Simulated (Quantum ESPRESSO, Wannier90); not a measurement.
# Tight-binding from DFT: PbI₂ (CdI2 type)

```xyz
3
Lattice="4.6127 0.0000 0.0000 -2.3063 3.9947 0.0000 0.0000 0.0000 7.2570" Properties=species:S:1:pos:R:3 pbc="T T T"
Pb     0.0000     0.0000     0.0000
I     -2.3063     1.3316    -1.8799
I      2.3063    -1.3316     1.8799
```

Structure: Materials Project mp-22893, symmetrised, not relaxed again. COD (Crystallography Open Database) has the formula in 4 space groups, this one among them (matched by group alone). Computed values, not measurements, from PBEsol: Quantum ESPRESSO (norm-conserving PseudoDojo potentials, cutoff 56 Ry, no spin polarisation, no spin-orbit coupling) on a Γ-centred 6×6×4 mesh, then Wannier90. Density: 12×12×4 mesh, cold smearing 0.01 Ry. Spin-orbit coupling is left out although heavy elements are present.

Band 8 is isolated and gives one Wannier function a cell (Pb1 6s 80 %, I2 5p 7 %, I3 5p 7 %; spread 3.35 Å²). Its on-site energy is ε = -7.111 eV relative to the valence-band maximum, and its hoppings t(R) = t(−R) to the nearer images are (images within this range that aren't listed have |t| under 5 meV):

```json
[
 {"R (lattice vectors; −R alike)": "0 1 0", "distance (Å)": "4.61", "t (eV)": "0.070"},
 {"R (lattice vectors; −R alike)": "1 0 0", "distance (Å)": "4.61", "t (eV)": "0.070"},
 {"R (lattice vectors; −R alike)": "1 1 0", "distance (Å)": "4.61", "t (eV)": "0.070"}
]
```

**Question.** Work out the band energy at Γ, M, K, A from these numbers.

**Answer.** For one orbital E(k) = ε + Σ_R 2 t(R) cos(2π k·R), the sum over the listed R.
- Γ, k = (0.000, 0.000, 0.000): E = -7.111 + (0.070)·(6.00) = -6.69 eV; pw.x: -6.79 eV
- M, k = (0.500, 0.000, 0.000): E = -7.111 + (0.070)·(-2.00) = -7.25 eV; pw.x: -7.26 eV
- K, k = (0.333, 0.333, 0.000): E = -7.111 + (0.070)·(-3.00) = -7.32 eV; pw.x: -7.33 eV
- A, k = (0.000, 0.000, 0.500): E = -7.111 + (0.070)·(6.00) = -6.69 eV; pw.x: -6.67 eV

At these points the listed shells miss the plane-wave band by up to 0.10 eV, of a width of 0.66 eV on the path. With all its hoppings the model misses the band by 0.1 meV at worst on the whole path, so most of the miss comes from the hoppings not listed.
